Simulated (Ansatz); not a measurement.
# TmC (zincblende structure)

The computed numbers are results of PBEsol, scalar-relativistic (collinear spin) in the plane-wave PAW code Ansatz at 420 eV, Γ-centred 10×10×10 mesh, 0.05 eV Gaussian smearing. The datasets are Ansatz's generated set soft_2.

```cif
data_structure
_symmetry_space_group_name_H-M 'F-43m'
_symmetry_Int_Tables_number 216
_cell_length_a 5.2494
_cell_length_b 5.2494
_cell_length_c 5.2494
_cell_angle_alpha 90.000
_cell_angle_beta 90.000
_cell_angle_gamma 90.000
_cell_volume 144.66
loop_
_atom_site_label
_atom_site_type_symbol
_atom_site_symmetry_multiplicity
_atom_site_Wyckoff_symbol
_atom_site_fract_x
_atom_site_fract_y
_atom_site_fract_z
_atom_site_occupancy
Tm1 Tm 4 a 0.00000 0.00000 0.00000 1
C1 C 4 d 0.25000 0.25000 0.75000 1
```

This is a trial structure made by placing the elements on a prototype's sites, so it needn't be the stable form.

Magnetic state: ferromagnetic, site spin moments Tm 1.63; C 0.12 μB.

Problem. Which orbitals carry the states at the Fermi level, and how many states are there?

Solution. Within 0.1 eV of it: Tm 4f 79 %, C 2p 15 % (shares among the projected shells). The Fermi level sits on a steep edge: the density of states is 4.2, 10.1 and 2.0 states/eV per cell at −0.1, 0 and +0.1 eV.

Density of states (tetrahedra, averaged over 0.4 eV; states/eV per cell of 2 atoms; energy in eV from the Fermi level):

```tsv
E (eV)	DOS
-7.65	1.3
-7.25	0.0
-6.85	0.0
-6.45	0.0
-6.05	0.0
-5.65	0.0
-5.25	0.0
-4.85	0.0
-4.45	0.0
-4.05	0.0
-3.65	0.0
-3.25	0.0
-2.85	0.3
-2.45	1.2
-2.05	5.5
-1.65	6.7
-1.25	9.5
-0.85	3.6
-0.45	8.2
-0.05	9.1
0.35	3.9
0.75	1.5
1.15	0.4
1.55	0.0
1.95	0.1
2.35	0.7
2.75	0.7
3.15	0.6
3.55	0.6
3.95	0.6
4.35	0.7
4.75	0.7
5.15	1.4
5.55	2.6
5.95	1.9
```

Without a U the open 4f shell is pinned at the Fermi level, an artefact: in the real crystal it splits into occupied and empty levels away from it, and its large orbital moment is missing here. For elements this heavy, spin–orbit coupling would shift levels and gaps; it isn't included here. The run wasn't fully tested for a lower electronic state. Site moments are of spin, integrated over atomic spheres. Only parallel moments were tried, so the real magnetic order may be another.

A lower state of the open shells can't be excluded, and forces and pressures are less sure for it.
